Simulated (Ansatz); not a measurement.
GaN (zinc blende)

```yaml
crystal:
  lattice:
    - [0.00000, 2.27427, 2.27427]
    - [2.27427, 0.00000, 2.27427]
    - [2.27427, 2.27427, 0.00000]
  atoms:
    - { symbol: N, position: [0.25000, 0.25000, 0.25000] }
    - { symbol: Ga, position: [0.00000, 0.00000, 0.00000] }
```

Equation-of-state scan: isotropic scaling of the cell above, V₀ being its volume. Symmetry pins the atoms to their sites.

All values below come from PBE (plane waves to 420 eV, PAW, scalar-relativistic; Ansatz, a quantum-chemistry and plane-wave program). k mesh 13×13×13 (Γ-centred), Fermi-Dirac smearing 0.05 eV. Energies are smeared free energies. Compression counts positive. GaN was relaxed with its symmetry unable to fall. ΔE is measured from the relaxed starting cell.

```json
[
 {"V (Å³/atom)": "11.057", "ΔE (meV/atom)": "25.4"},
 {"V (Å³/atom)": "11.234", "ΔE (meV/atom)": "13.9"},
 {"V (Å³/atom)": "11.410", "ΔE (meV/atom)": "6.0"},
 {"V (Å³/atom)": "11.587", "ΔE (meV/atom)": "1.4"},
 {"V (Å³/atom)": "11.763", "ΔE (meV/atom)": "0.0"},
 {"V (Å³/atom)": "11.940", "ΔE (meV/atom)": "1.4"},
 {"V (Å³/atom)": "12.116", "ΔE (meV/atom)": "5.3"},
 {"V (Å³/atom)": "12.292", "ΔE (meV/atom)": "withheld"},
 {"V (Å³/atom)": "12.469", "ΔE (meV/atom)": "20.4"}
]
```

Question: Fit a third-order Birch-Murnaghan form (E₀, V₀, B₀, B₀′ free) to the given rows and predict ΔE at V = 12.292.

Answer: Least squares on the 8 given rows: ΔE = E₀ + (9V₀B₀/16)·y²·[2 + (B₀′ − 4)y], y = (V₀/V)^(2/3) − 1, with V₀ = 11.764 Å³/atom, B₀ = 171.8 GPa (160.2 GPa = 1 eV/Å³; the term in eV is multiplied by 1000), B₀′ = 4.35, E₀ = -0.02 meV/atom; root-mean-square residual 0.03 meV/atom. At 12.292 the fit gives 11.7 meV/atom; the calculation gives 11.8 meV/atom, so the interpolation is off by -0.1 (-0.8 %). For the pressure the fit gives -6.9 GPa against the computed -6.9 GPa.

(A scan under strain: stresses follow from slopes of the energy per volume, elastic moduli from its curvatures.)
